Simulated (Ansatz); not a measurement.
Al (diamond, Fd-3m) at seven volumes, the program Ansatz at the PBE level (PAW), scaled uniformly. One row is withheld.

```tsv
V (Å³/atom)	P (GPa)
25.197	4.25
26.028	2.62
26.859	1.21
27.689	0.00
28.520	-1.04
29.351	-1.93
30.181	?
```

### Question
Fit the shown pressures and predict the withheld one.

### Answer
P = (3/2)B₀(x^(7/2) − x^(5/2))[1 + (3/4)(B′ − 4)(x − 1)] with x = (V₀/V)^(2/3). Least squares on the six rows gives V₀ = 27.691 Å³/atom, B₀ = 37.3 GPa, B′ = 4.00. At V = 30.181, x = 0.9442 and P = -2.70 GPa. The run itself gave -2.70 GPa.

A made-up cell: these elements were put on the sites of a structure type; neither database checked (COD, Materials Project) lists it. It is not the phase usual at ambient conditions (space group No. 225). The PBE relaxation kept the symmetry of its start. At this level the phase is mechanically unstable.

Potentials: the later of the program's two PAW sets.
